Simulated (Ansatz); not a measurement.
The elements of this relaxed trial crystal are hidden behind letters.

```
lattice vectors (Å)
   4.2522    0.0000    0.0000
  -2.1261    3.6825    0.0000
   0.0000    0.0000   21.0247
fractional positions
X 0.3333 0.6667 0.6667
X 0.6667 0.3333 0.1667
Z 0.3333 0.6667 0.0038
Z 0.3333 0.6667 0.3310
Z 0.6667 0.3333 0.5038
Z 0.6667 0.3333 0.8310
Q 0.3333 0.6667 0.1316
Q 0.3333 0.6667 0.4579
Q 0.3333 0.6667 0.7850
Q 0.6667 0.3333 0.2849
Q 0.6667 0.3333 0.6316
Q 0.6667 0.3333 0.9579
```

All numbers below come from DFT PBE, scalar-relativistic, plane waves, PAW (Ansatz). Cutoff 420 eV, Γ-centred 12×12×2 mesh (12-atom cell), Gaussian smearing of 0.10 eV, no spin polarisation.

```
Space group                                 : P6_3mc (No. 186)
Conventional cell                           : a = 4.252 Å, c = 21.025 Å
Volume per atom                             : 27.44 Å³
Density                                     : 4.86 g/cm³
Formation energy                            : −0.29 eV/atom
Gap on the 12×12×2 mesh of the 12-atom cell : 0.04 eV by band count, less than the smearing, so the run treats it as a metal
```

Energies are uncorrected and count from the elements' standard states at the same level.

Question: X is a p-block element of period 3, Z is a p-block element of period 5 and Q is a p-block element of period 4. Which elements are they?

Answer: X = Al, Z = In, Q = As, so the formula is AlIn2As3. Density times volume gives a mean mass of 4.86 × 27.44/1.6605 = 80.3 u per atom, and this set has 80.2 u. Al has 4 As at 2.49–2.56 Å; In on its first site is surrounded by 4 As at 2.64–2.69 Å; around As on its first site lie 3 Al at 2.56 Å and 1 In at 2.69 Å; 3 more sites not described. Other sets within the hints have nearly the same mass, so mass alone doesn't settle it; this one was computed.

A later test with randomly moved atoms came back to the same energy, though modes that don't fit the test's cell weren't probed.
